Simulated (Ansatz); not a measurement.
One crystal and one scan (energy against volume) at two levels, PBE (plane waves to 420 eV, PAW, scalar-relativistic; Ansatz, an electronic-structure program) and r2SCAN (plane waves to 500 eV, PAW, scalar-relativistic; Ansatz), each from its own relaxed cell and on its own mesh. The cell shown is that of PBE.

CsBr (CsCl type)

```
CELL_PARAMETERS angstrom
      4.38897     0.00000     0.00000
      0.00000     4.38897     0.00000
      0.00000     0.00000     4.38897
ATOMIC_POSITIONS crystal
  Cs 0.00000 0.00000 0.00000
  Br 0.50000 0.50000 0.50000
```

This relaxed cell (volume V₀) is scaled evenly in all directions, its shape held. Symmetry pins the atoms to their sites.

E stands for the smeared free energy. CsBr was relaxed with its symmetry unable to fall. Percentages come from the unrounded values.

Results of PBE:

```
Item                                                     Result
-------------------------------------------------------  ------
Lattice constant a (Å)                                    4.389
Bulk modulus B₀ (third-order Birch-Murnaghan fit) (GPa)    12.2
```

What does r2SCAN give for the same quantities?


```json
[
 {"quantity": "Lattice constant a (Å)", "r2SCAN": "4.324", "PBE − r2SCAN": "+0.065 (+1.5 %)"},
 {"quantity": "Bulk modulus B₀ (third-order Birch-Murnaghan fit) (GPa)", "r2SCAN": "15.4", "PBE − r2SCAN": "-3.2 (-21 %)"}
]
```

PBE gives the higher value for: lattice constant a. PBE gives the lower value for: bulk modulus B₀. Neither level is exact: the differences show how much the result hangs on the functional.

(A scan under strain: stresses follow from slopes of the energy per volume, elastic moduli from its curvatures.)
